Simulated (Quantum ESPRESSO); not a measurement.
# Computed records: LiScAl2InSnOs2 (simulated cell), LiSn4IrPt2 (simulated cell), LiSnMo4Rh2 (simulated cell), LiTa (simulated cell)

Computed with Quantum ESPRESSO 7.5. Calculation on a made-up metal alloy cell, not a measurement: no spin or spin-orbit, unrelaxed, 2900 K smearing, stress positive in tension, cell energy less fitted offsets; periodic Kohn-Sham density functional theory in plane waves with PseudoDojo standard norm-conserving scalar-relativistic pseudopotentials, each functional with its own files (v0.5 for PBE, v0.4.1 for LDA and PBEsol), eight atoms on drawn sites of a strained close-packed or body-centred lattice, each displaced and held fixed; the energy is the cell's free energy, ions and the entropy term -TS included, at the stated Fermi-Dirac width, less a fixed offset for each atom's element (shifted free energy); compositions with an open d shell lost a parallel starting moment in a cheaper test run, and other magnetic orders were not tried; an error bar is the largest change of its kind in a tighter rerun, never given below 0.002 eV, 0.02 GPa or 0.003 eV/angstrom, and covers cutoff and k-mesh only, not smearing or the files.

Settings shared by all entries: functional pbe; fermi dirac smearing 0.25 eV; electrons removed 0; run command mpirun -np 4 pw.x -nk 4 -in in.

Notes on all entries: a spin test at this wide smearing found no moment, but such smearing suppresses magnetism that the real alloy may have; lattice, volume and sites are drawn at random and may be unstable or far from any real phase; energies are for the whole cell, less offsets fitted to these runs, so they are not formation energies.

(1) LiScAl2InSnOs2 (simulated cell)

```
cell vectors (Å)
   0.0000     4.1215     0.0000
  -4.1215     0.0000    -4.1215
  -4.1215     0.0000     4.1215
atoms (fractions of the cell vectors)
Al -0.02133 -0.00221  0.02167
Al  0.02184  0.01417  0.48730
Os  0.01206  0.48283 -0.00063
Os -0.00558  0.49962  0.51142
In  0.49909  0.23898  0.24514
Sn  0.52396  0.26641  0.75060
Li  0.47873  0.75862  0.22282
Sc  0.49941  0.76896  0.75850
```

Settings of this run: lattice type face-centred cubic, cutoff 1143 eV, run processor AMD EPYC, Zen 5, virtual cores and k mesh 6 x 4 x 4 shifted half a step off Gamma on each axis.

The calculation gives: entropy term negative ts -1.193 eV; pressure 1.04 GPa; stress xx -1.22 GPa; stress yy -0.28 GPa; stress zz -1.62 GPa; stress yz 0.04819 GPa; stress xz 6.02 GPa; stress xy 0.5 GPa; shifted free energy 0.072 eV.

Atoms:
| atoms element | atom site | atom energy offset (eV) |
| --- | --- | --- |
| Al | 1 | -63.26 |
| Al | 2 | -63.26 |
| Os | 3 | -2753.07 |
| Os | 4 | -2753.07 |
| In | 5 | -1808.02 |
| Sn | 6 | -2144.16 |
| Li | 7 | -195.67 |
| Sc | 8 | -1317.21 |

Forces:
| site | x (eV/Å) | y (eV/Å) | z (eV/Å) |
| --- | --- | --- | --- |
| 1 | 0.597 | 0.586 | 0.022 |
| 2 | 0.073 | -0.456 | 0.775 |
| 3 | -0.838 | -0.098 | -0.307 |
| 4 | 0.027 | 0.371 | -0.844 |
| 5 | -1.195 | 0.043 | -0.702 |
| 6 | -0.245 | -0.574 | -0.624 |
| 7 | -0.042 | 0.177 | 1.112 |
| 8 | 1.623 | -0.05 | 0.568 |

Notes: the tin pseudopotential is less sure than most, with forces differing by about three percent from a second method on plain tin; heavy elements are run without spin-orbit coupling, which real alloys of them have; error bars: energy 0.0051 eV, stress 0.042 GPa, force 0.0089 eV/Å, from a tighter rerun of a related cell, whose elements or sites may differ; 13 SCF iterations, 88 s of wall time on a shared machine.

(2) LiSn4IrPt2 (simulated cell)

```
cell vectors (Å)
   2.2648     4.3282     2.1685
   0.0993     4.3395    -4.4589
  -4.3870     4.2513     0.0111
atoms (fractions of the cell vectors)
Sn -0.01696  0.01029 -0.02074
Sn  0.01157 -0.00789  0.51525
Ir  0.00677  0.50577 -0.00167
Sn -0.00994  0.47992  0.51020
Pt  0.49150  0.25834  0.24976
Sn  0.48908  0.24577  0.75463
Pt  0.50626  0.72748  0.25599
Li  0.51006  0.73797  0.76152
```

Settings of this run: lattice type face-centred cubic, cutoff 1143 eV, run processor Intel Xeon, older, virtual cores and k mesh 5 x 4 x 5 shifted half a step off Gamma on each axis.

Results for LiSn4IrPt2 (simulated cell): entropy term negative ts -1.04 eV; pressure -6.14 GPa; stress xx 7.94 GPa; stress yy 4.14 GPa; stress zz 6.34 GPa; stress yz -0.52 GPa; stress xz 1.02 GPa; stress xy -0.02238 GPa; shifted free energy 0.381 eV.

Atoms:
| atoms element | atom site | atom energy offset (eV) |
| --- | --- | --- |
| Sn | 1 | -2144.16 |
| Sn | 2 | -2144.16 |
| Ir | 3 | -3133.86 |
| Sn | 4 | -2144.16 |
| Pt | 5 | -3554.29 |
| Sn | 6 | -2144.16 |
| Pt | 7 | -3554.29 |
| Li | 8 | -195.67 |

Forces:
| site | x (eV/Å) | y (eV/Å) | z (eV/Å) |
| --- | --- | --- | --- |
| 1 | -2.043 | 0.813 | 1.067 |
| 2 | 1.579 | -1.068 | 0.906 |
| 3 | 0.036 | -0.033 | -0.004 |
| 4 | 1.318 | 0.202 | -1.356 |
| 5 | 0.027 | 0.089 | 0.051 |
| 6 | -0.849 | -0.11 | -0.929 |
| 7 | 0.144 | 0.078 | 0.052 |
| 8 | -0.212 | 0.03 | 0.214 |

Notes: the tin pseudopotential is less sure than most, with forces differing by about three percent from a second method on plain tin; heavy elements are run without spin-orbit coupling, which real alloys of them have; error bars: energy 0.0068 eV, stress 0.08 GPa, force 0.0079 eV/Å, from a tighter rerun of a related cell, whose elements or sites may differ; 12 SCF iterations, 448 s of wall time on a shared machine.

(3) LiSnMo4Rh2 (simulated cell)

```
cell vectors (Å)
  -4.0848     0.0000     0.0000
  -2.0424    -4.0848    -2.0424
  -2.0424    -4.0848     6.1272
atoms (fractions of the cell vectors)
Rh -0.02327 -0.01294  0.00097
Mo  0.03672  0.47780  0.50570
Li  0.26043  0.34758  0.12476
Mo  0.26753  0.87801  0.62067
Rh  0.50858  0.24037  0.75211
Mo  0.50629  0.72680  0.24901
Mo  0.72399  0.08808  0.37038
Sn  0.75004  0.60011  0.87230
```

Settings of this run: lattice type face-centred cubic, cutoff 1197 eV, run processor Intel Xeon, older, virtual cores and k mesh 6 x 5 x 3 shifted half a step off Gamma on each axis.

The calculation gives: entropy term negative ts -1.79 eV; pressure -10.67 GPa; stress xx 11.93 GPa; stress yy 12.16 GPa; stress zz 7.93 GPa; stress yz 1.79 GPa; stress xz 1.56 GPa; stress xy 0.75 GPa; shifted free energy -0.917 eV.

Atoms:
| atoms element | atom site | atom energy offset (eV) |
| --- | --- | --- |
| Rh | 1 | -3191.96 |
| Mo | 2 | -1911.95 |
| Li | 3 | -195.67 |
| Mo | 4 | -1911.95 |
| Rh | 5 | -3191.96 |
| Mo | 6 | -1911.95 |
| Mo | 7 | -1911.95 |
| Sn | 8 | -2144.16 |

Forces:
| site | x (eV/Å) | y (eV/Å) | z (eV/Å) |
| --- | --- | --- | --- |
| 1 | -0.373 | 0.147 | 0.627 |
| 2 | 0.282 | 0.21 | -0.438 |
| 3 | 0.313 | 0.121 | -0.28 |
| 4 | 0.602 | 0.188 | -0.492 |
| 5 | 0.193 | 0.675 | -0.763 |
| 6 | 0.203 | -0.639 | 0.533 |
| 7 | -0.802 | -0.078 | 0.329 |
| 8 | -0.418 | -0.623 | 0.483 |

Notes: the tin pseudopotential is less sure than most, with forces differing by about three percent from a second method on plain tin; error bars: energy 0.0036 eV, stress 0.059 GPa, force 0.0068 eV/Å, from a tighter rerun of a related cell, whose elements or sites may differ; 18 SCF iterations, 316 s of wall time on a shared machine.

(4) LiTa (simulated cell)

```
cell vectors (Å)
   0.0121     5.1274    -0.0930
   2.8906    -0.0823     4.8302
   3.0332     0.0963    -4.9160
atoms (fractions of the cell vectors)
Li -0.03643 -0.00897  0.00239
Ta  0.02981  0.51238  0.49254
Li  0.32943  0.23753  0.72093
Ta  0.31888  0.75854  0.23065
Li  0.50707  0.24774  0.26205
Ta  0.47768  0.74957  0.76543
Ta  0.82719 -0.01193  0.52448
Li  0.83522  0.50867 -0.01941
```

Settings of this run: lattice type hexagonal close-packed, cutoff 1007 eV, run processor Intel Xeon, 2023 or later, virtual cores and k mesh 5 x 5 x 5 shifted half a step off Gamma on each axis.

It finds entropy term negative ts -1.484 eV; pressure -5.99 GPa; stress xx 2.98 GPa; stress yy 6.99 GPa; stress zz 8.01 GPa; stress yz 1.06 GPa; stress xz -0.67 GPa; stress xy -0.35 GPa; shifted free energy 2.376 eV.

Atoms:
| atoms element | atom site | atom energy offset (eV) |
| --- | --- | --- |
| Li | 1 | -195.67 |
| Ta | 2 | -1771.44 |
| Li | 3 | -195.67 |
| Ta | 4 | -1771.44 |
| Li | 5 | -195.67 |
| Ta | 6 | -1771.44 |
| Ta | 7 | -1771.44 |
| Li | 8 | -195.67 |

Forces:
| site | x (eV/Å) | y (eV/Å) | z (eV/Å) |
| --- | --- | --- | --- |
| 1 | 0.26 | 0.234 | -0.022 |
| 2 | 0.382 | -0.504 | -0.093 |
| 3 | 0.427 | 0.008 | -0.297 |
| 4 | 0.729 | -0.188 | -1.121 |
| 5 | 0.014 | 0.137 | 0.369 |
| 6 | -0.844 | 0.643 | 1.234 |
| 7 | -1.148 | -0.276 | 0.254 |
| 8 | 0.181 | -0.054 | -0.324 |

Notes: heavy elements are run without spin-orbit coupling, which real alloys of them have; error bars: energy 0.002 eV, stress 0.02 GPa, force 0.0042 eV/Å, from a tighter rerun of this cell; 12 SCF iterations, 160 s of wall time on a shared machine.
